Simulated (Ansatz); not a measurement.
Sr(GaH)2 (space group P-3m1)

```yaml
crystal:
  lattice:
    - [4.35174, 0.00000, 0.00000]
    - [-2.17587, 3.76872, 0.00000]
    - [0.00000, 0.00000, 4.57473]
  atoms:
    - { symbol: Sr, position: [0.00000, 0.00000, 0.00000] }
    - { symbol: Ga, position: [0.33333, 0.66667, 0.46554] }
    - { symbol: Ga, position: [0.66667, 0.33333, 0.53446] }
    - { symbol: H, position: [0.33333, 0.66667, 0.09533] }
    - { symbol: H, position: [0.66667, 0.33333, 0.90467] }
```

The slice is a (1 -1 0 0) plane (indices of the conventional cell) through the point (0.333, 0.667, 0.095) (fractional), spanned by u = [110] and v = [001] in vectors of this cell: u (4.35 Å) and v (4.57 Å, at 90° to u). It covers one period; positions are fractions (u, v).

These are PBEsol (plane waves to 420 eV, PAW, scalar-relativistic; Ansatz, a quantum-chemistry and plane-wave program) values and carry that method's errors. k mesh 9×9×7. These are valence fields of a PAW run, semicore shells included where kept as valence: close to a nucleus they are smooth pseudo fields. Sr(GaH)2 was relaxed with its symmetry unable to fall.

Q: What is the ELF at the density minimum of the shortest Ga–H line in this plane (1.69 Å)?

A: 0.51.

Q: What is the valence density on the shortest Ga–H line in this plane (1.69 Å), at its minimum between the atoms?

A: 0.58 e/Å³.

Q: Predict the map of the valence electron density on the slice.

A: 
```
|==--::....      ........      ....::--|
|--::::..        ........        ..::::|
|......          ........          ....|
|                ........              |
|                                      |
|                                      |
|......                            ....|
|::::........                ........::|
|----::::........................::::--|
|++==----::....................::----==|
|####++--::::................::::--++##|
|@@%%**==--::................::--==**%%|
|@@@@**==--::................::--==**@@|
|%%##++--::::................::::--++##|
|++++==--::......        ......::--==++|
|------::....                ....::----|
|----::::..                    ..::::--|
|----::::..                    ..::::--|
|====--::..                    ..::--==|
|++==--::..        ....        ..::--==|
```
Scale: ten equal steps from -1.21 (start of ' ') to 1.68 (end of '@'), in the order ' .:-=+*#%@'. Values: log₁₀ of the valence density in e/Å³. The map has 19 points along u (two characters each, u = 0 at the left) and 20 along v (v = 0 in the bottom row). The scale is logarithmic, as a density can span decades between atoms and voids.
